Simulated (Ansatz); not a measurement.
Al₃GaN₄:
```cif
data_Al3GaN4
_chemical_formula_sum 'Ga1 N4 Al3'
_space_group_name_H-M_alt 'P3m1'
_space_group_IT_number 156
_space_group_name_Hall 'P 3 -2"'
_cell_length_a 3.15081
_cell_length_b 3.15081
_cell_length_c 10.16240
_cell_angle_alpha 90.000
_cell_angle_beta 90.000
_cell_angle_gamma 120.000
loop_
_atom_site_label
_atom_site_type_symbol
_atom_site_symmetry_multiplicity
_atom_site_Wyckoff_symbol
_atom_site_fract_x
_atom_site_fract_y
_atom_site_fract_z
_atom_site_occupancy
Ga1 Ga 1 b 0.33333 0.66667 0.00563 1
N1 N 1 b 0.33333 0.66667 0.20119 1
Al1 Al 1 c 0.66667 0.33333 0.25844 1
N2 N 1 c 0.66667 0.33333 0.44658 1
Al2 Al 1 b 0.33333 0.66667 0.50488 1
N3 N 1 b 0.33333 0.66667 0.69290 1
Al3 Al 1 c 0.66667 0.33333 0.75093 1
N4 N 1 c 0.66667 0.33333 0.93900 1
```

Relaxed with PBE.

Problem. Which orbitals make up the states near the band edges in the program Ansatz at the PBE level (PAW)?

Solution. Top 1 eV of the valence band: N 2p 90 %. Bottom 1 eV of the conduction band: N 2s 39 %, Ga 4s 17 %, N 2p 16 %, Al 3s 15 %, Al 3p 8 %. Projections are on Löwdin-orthogonalised atomic valence shells; empty p or d shells of many metals are not among them.

Problem. Tabulate the density of states.

Solution. States/eV per cell of 8 atoms, in 0.25 eV bins, energy from the valence-band maximum.

| E (eV) | total | N 2p | Al 3p | N 2s |
|---|---|---|---|---|
| -7.85 | 0.00 | 0.00 | 0.00 | 0.00 |
| -7.60 | 0.00 | 0.00 | 0.00 | 0.00 |
| -7.35 | 0.00 | 0.00 | 0.00 | 0.00 |
| -7.10 | 0.00 | 0.00 | 0.00 | 0.00 |
| -6.85 | 0.00 | 0.00 | 0.00 | 0.00 |
| -6.60 | 0.00 | 0.00 | 0.00 | 0.00 |
| -6.35 | 0.02 | 0.01 | 0.00 | 0.00 |
| -6.10 | 1.32 | 0.75 | 0.10 | 0.02 |
| -5.85 | 1.99 | 1.14 | 0.17 | 0.05 |
| -5.60 | 3.41 | 2.00 | 0.38 | 0.11 |
| -5.35 | 4.55 | 2.72 | 0.57 | 0.18 |
| -5.10 | 3.60 | 2.27 | 0.51 | 0.11 |
| -4.85 | 3.50 | 2.21 | 0.46 | 0.18 |
| -4.60 | 3.71 | 2.39 | 0.40 | 0.23 |
| -4.35 | 3.73 | 2.40 | 0.42 | 0.24 |
| -4.10 | 1.79 | 1.14 | 0.22 | 0.15 |
| -3.85 | 2.36 | 1.57 | 0.31 | 0.12 |
| -3.60 | 3.57 | 2.45 | 0.47 | 0.12 |
| -3.35 | 3.05 | 2.13 | 0.40 | 0.12 |
| -3.10 | 2.96 | 2.11 | 0.38 | 0.11 |
| -2.85 | 3.87 | 2.83 | 0.51 | 0.10 |
| -2.60 | 4.02 | 3.01 | 0.51 | 0.09 |
| -2.35 | 4.78 | 3.69 | 0.59 | 0.08 |
| -2.10 | 5.34 | 4.22 | 0.61 | 0.07 |
| -1.85 | 5.94 | 4.80 | 0.63 | 0.06 |
| -1.60 | 6.17 | 5.13 | 0.59 | 0.05 |
| -1.35 | 7.80 | 6.66 | 0.65 | 0.05 |
| -1.10 | 8.69 | 7.61 | 0.58 | 0.03 |
| -0.85 | 4.86 | 4.36 | 0.21 | 0.01 |
| -0.60 | 2.78 | 2.54 | 0.08 | 0.01 |
| -0.35 | 1.48 | 1.36 | 0.02 | 0.00 |
| -0.10 | 0.68 | 0.63 | 0.00 | 0.00 |
| 0.15 | 0.00 | 0.00 | 0.00 | 0.00 |
| 0.40 | 0.00 | 0.00 | 0.00 | 0.00 |
| 0.65 | 0.00 | 0.00 | 0.00 | 0.00 |
| 0.90 | 0.00 | 0.00 | 0.00 | 0.00 |
| 1.15 | 0.00 | 0.00 | 0.00 | 0.00 |
| 1.40 | 0.00 | 0.00 | 0.00 | 0.00 |
| 1.65 | 0.00 | 0.00 | 0.00 | 0.00 |
| 1.90 | 0.00 | 0.00 | 0.00 | 0.00 |
| 2.15 | 0.00 | 0.00 | 0.00 | 0.00 |
| 2.40 | 0.00 | 0.00 | 0.00 | 0.00 |
| 2.65 | 0.00 | 0.00 | 0.00 | 0.00 |
| 2.90 | 0.00 | 0.00 | 0.00 | 0.00 |
| 3.15 | 0.00 | 0.00 | 0.00 | 0.00 |
| 3.40 | 0.03 | 0.00 | 0.00 | 0.01 |
| 3.65 | 0.09 | 0.01 | 0.01 | 0.04 |
| 3.90 | 0.15 | 0.02 | 0.01 | 0.06 |
| 4.15 | 0.19 | 0.04 | 0.02 | 0.07 |
| 4.40 | 0.32 | 0.05 | 0.07 | 0.10 |
| 4.65 | 0.92 | 0.10 | 0.33 | 0.23 |
| 4.90 | 1.42 | 0.18 | 0.49 | 0.34 |
| 5.15 | 3.07 | 0.40 | 1.11 | 0.58 |
| 5.40 | 3.48 | 0.47 | 1.34 | 0.55 |
| 5.65 | 3.95 | 0.54 | 1.48 | 0.68 |
| 5.90 | 4.02 | 0.55 | 1.43 | 0.68 |
| 6.15 | 3.29 | 0.48 | 1.22 | 0.54 |
| 6.40 | 3.24 | 0.50 | 1.21 | 0.50 |
| 6.65 | 2.85 | 0.47 | 1.05 | 0.43 |
| 6.90 | 2.31 | 0.39 | 0.83 | 0.33 |
| 7.15 | 2.17 | 0.38 | 0.64 | 0.28 |
| 7.40 | 2.32 | 0.48 | 0.59 | 0.21 |
| 7.65 | 3.15 | 0.68 | 0.71 | 0.19 |
| 7.90 | 1.91 | 0.41 | 0.48 | 0.08 |

The start of the workflow was typed in or built on a structure type; neither database checked (COD, Materials Project) lists it. Its standing as an ambient phase is unchecked. The PBE relaxation kept the symmetry of its start; whether a distortion lowers the energy is not shown. Scalar-relativistic: spin–orbit coupling is off unless named, which matters more the heavier the elements.

Potentials: the earlier of the program's two PAW sets.
